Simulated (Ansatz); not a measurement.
The calculation used DFT PBE, scalar-relativistic, plane waves, PAW (Ansatz 0.2.0). The final run on the 10-atom cell used 420 eV, a Γ-centred 8×8×8 mesh, 0.02 eV smearing and no spin polarisation.

Formation energies are uncorrected and count from the elements' standard states at the same level.

Q: Find a candidate tetragonal semiconductor that holds Te and 2 more elements, with a gap near 1.2 eV, a formation energy near −0.63 eV/atom and about 36 Å³ per atom, in a cell of 10 atoms.

A: Mg₂Cd₃Te₅, space group I-4m2 (No. 119). Around Mg lie 4 Te at 2.82 Å; Cd on a site of symmetry 2mm is surrounded by 4 Te at 2.86–2.87 Å; Cd on a site of symmetry -4m2 is surrounded by 4 Te at 2.87 Å; around Te on a site of symmetry -4m2 lie 4 Cd at 2.86 Å; 2 more sites not described.

```
Mg Cd Te
1.0
    -2.32774    2.32774   16.38829
     2.32774   -2.32774   16.38829
     2.32774    2.32774  -16.38829
Mg Cd Te
2 3 5
Direct
  0.59959 0.59959 0.00000
  0.40041 0.40041 0.00000
  0.19923 0.19923 0.00000
  0.80077 0.80077 0.00000
  0.00000 0.00000 0.00000
  0.25000 0.75000 0.50000
  0.85178 0.35178 0.50000
  0.44901 0.94901 0.50000
  0.05099 0.55099 0.50000
  0.64822 0.14822 0.50000
```

The volume per atom is 35.52 Å³. The density is 4.79 g/cm³ and the energy over the elements is −0.629 eV/atom. The gap on the 8×8×8 mesh of the 10-atom cell is 1.20 eV.

It was reached by relaxing an invented guess, and it needn't be the stable form of this composition. The answer needn't be unique; the calculation gave this one.

These runs have no spin–orbit coupling, which can matter for Te. Kohn–Sham gaps at this level usually fall short of measured ones. The missing spin–orbit coupling can work the other way here. The reference form of Te is held partly by dispersion forces, which this level lacks. A later test with randomly moved atoms came back to the same energy, though modes that don't fit the test's cell weren't probed.
